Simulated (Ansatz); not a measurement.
GaAs:
```xyz
12
Lattice="6.9879 0.0000 0.0000 0.0000 6.9879 0.0000 0.0000 0.0000 6.9879" Properties=species:S:1:pos:R:3 pbc="T T T"
Ga     1.7470     0.0000     3.4940
Ga     3.4940     1.7470     0.0000
Ga     3.4940     5.2410     0.0000
Ga     5.2410     0.0000     3.4940
Ga     0.0000     3.4940     5.2410
Ga     0.0000     3.4940     1.7470
As     1.7470     3.4940     0.0000
As     0.0000     1.7470     3.4940
As     0.0000     5.2410     3.4940
As     5.2410     3.4940     0.0000
As     3.4940     0.0000     5.2410
As     3.4940     0.0000     1.7470
```

Relaxed with r²SCAN. r²SCAN (plane waves, PAW; program Ansatz) gives a gap of 0.79 eV.

What gap does HSE06 give on the same cell (Ansatz, PAW)?

1.20 eV, 0.41 eV more. The hybrid was solved on a coarser mesh and at special points; its gap is the smallest among all of these.

```
k  v1 r²SCAN  c1 r²SCAN  v1 HSE06  c1 HSE06
-  ---------  ---------  --------  --------
Γ       0.00       0.79      0.00      1.20
R      -1.70       3.16       [?]       [?]
M      -0.40       1.94       [?]       [?]
X      -0.36       1.01       [?]       [?]
```

Top valence (v1) and lowest conduction level (c1) in eV from each method's valence maximum (which need not be a listed point): supply the withheld HSE06 values.


- M, v1 HSE06: -0.43
- M, c1 HSE06: 2.39
- X, v1 HSE06: -0.37
- X, c1 HSE06: 1.42
- R, v1 HSE06: -1.74
- R, c1 HSE06: 3.62

Cost on shared cores: the r²SCAN run (SCF on a 4×4×4 mesh, then bands and DOS) around 6 core-minutes (rough), the HSE06 run (SCF on 3×3×3, then a few points) around 14 core-minutes (rough); the tasks are unlike.

Space group Pm-3n. The start of the workflow was typed in or built on a structure type; neither database checked (COD, Materials Project) lists it. It is not the phase usual at ambient conditions (space group No. 216). Symmetry was held in the r²SCAN relaxation; its stability against distortions is not shown here. The volume moved by 22 % from the start of the relaxation. Scalar-relativistic: spin–orbit coupling is off unless named, which matters more the heavier the elements.

Potentials: the later of the program's two PAW sets.
